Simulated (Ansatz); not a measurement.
# ScCu: stiffness from a series of strains

```yaml
crystal:
  lattice:
    - [3.25600, 0.00000, 0.00000]
    - [0.00000, 3.25600, 0.00000]
    - [0.00000, 0.00000, 3.25600]
  atoms:
    - { symbol: Sc, position: [0.50000, 0.50000, 0.50000] }
    - { symbol: Cu, position: [0.00000, 0.00000, 0.00000] }
```

Atoms are numbered in the order listed.

The cell comes from COD entry 1523972, which wasn't checked; take it as a given geometry.

Level of theory: DFT, LDA, all-electron LAPW, scalar-relativistic in Ansatz 0.2.0.

Settings: a Γ-centred 11×11×11 k mesh, Fermi–Dirac smearing of 0.05 eV, basis error target 0.5 meV/atom, no spin polarisation.

The strain is applied along the Cartesian axes of the cell as listed (γ is the engineering shear, twice εxy = εyz = εzx). Fractional coordinates are held (clamped ions).

σ is the change of stress from the unstrained cell, which is at -7.60 GPa; tension is positive, so slopes are stress–strain coefficients at that pressure. In a metal the k mesh adds noise.

Only quantities that a quadratic follows smoothly over the whole series are listed; rougher ones are left out.

| γ | σxy (GPa) |
| --- | --- |
| -0.0200 | -0.85 |
| -0.0100 | -0.40 |
| 0.0000 | 0.00 |
| 0.0200 | 0.76 |

Problem. Fit the series and read off the stiffness at zero strain.

Solution. Least-squares fits y = p0 + p1 x + p2 x² to the rows give σxy (GPa): p1 = 40.1, p2 = -120. So C44 (clamped ions) = 40 GPa.

Problem. One run, at γ = 0.0100, is withheld. Predict its row.

Solution. The fits give 0.39; the run gave 0.38.
